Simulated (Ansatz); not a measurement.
The start is a generated trial cell of As in the trigonal-Se structure type. Cell shape, volume and atoms are optimised at zero target pressure with r2SCAN (plane waves to 500 eV, PAW, scalar-relativistic; Ansatz, a program for electronic structure). First-step values are on the input's coarse k-mesh.

Ansatz input (later rounds restart from its end on a renewed k-mesh):
Ansatz 0.2 input:
```yaml
crystal:
  lattice:
    - [4.3787159, 0, 0]
    - [-2.1893579, 3.7920792, 0]
    - [0, 0, 4.9678]
  atoms:
    - { symbol: As, position: [0.2254, 0, 0.83333333] }
    - { symbol: As, position: [0, 0.2254, 0.16666667] }
    - { symbol: As, position: [0.7746, 0.7746, 0.5] }
basis: { ecutwfc: 500, ecutrho_ratio: 4, xc_grid: 4, fft_grid_basis: typed }
kpoints: { mp_grid: { grid: [6, 6, 5] } }
hamiltonian:
  xc: r2scan
  dispersion: none
  pseudopotentials: { azcp: { folder: ./paw }, kind: paw }
scf: { occupations: { method: fermi_dirac, width: 0.05 } }
relax: { f_tol: 0.01, max_steps: 100, cell: { stress_tol: 0.02 } }
output: { forces: true, stress: true }
```

```json
{
  "outcome": "The space group goes from P3₁21 (No. 152) to Pm-3m (No. 221); the end is AFLOW prototype A_cP1_221_a (A_h), with 1 atom in the primitive cell",
  "volume_change": "-28.0 %, from 27.50 to 19.79 Å³/atom",
  "Shortest distances (start → end)": "The closest pairs of elements (up to four, under 3.6 Å), start → end: As–As 2.38 → 2.70 Å",
  "optimiser_moves": "13"
}
```

It ends as:

```cif
data_As
_chemical_formula_sum 'As1'
_space_group_name_H-M_alt 'Pm-3m'
_space_group_IT_number 221
_space_group_name_Hall '-P 4 2 3'
_cell_length_a 2.70472
_cell_length_b 2.70472
_cell_length_c 2.70472
_cell_angle_alpha 90.000
_cell_angle_beta 90.000
_cell_angle_gamma 90.000
loop_
_atom_site_label
_atom_site_type_symbol
_atom_site_symmetry_multiplicity
_atom_site_Wyckoff_symbol
_atom_site_fract_x
_atom_site_fract_y
_atom_site_fract_z
_atom_site_occupancy
As1 As 1 b 0.50000 0.50000 0.50000 1
```

Final values are on a 17×17×17 k-mesh of the relaxed cell. No spin polarisation in the result. The relaxed primitive cell holds an odd number of electrons. A magnetic state may lie lower.

The run could not lose the symmetry of its start, so the end can be a saddle point.

The relaxed structure here is a generated cell of As: the first start was made by placing the elements on the sites of a structure type, and the end was not matched to a known phase here, so it may be hypothetical. Known forms of As include space group No. 166.
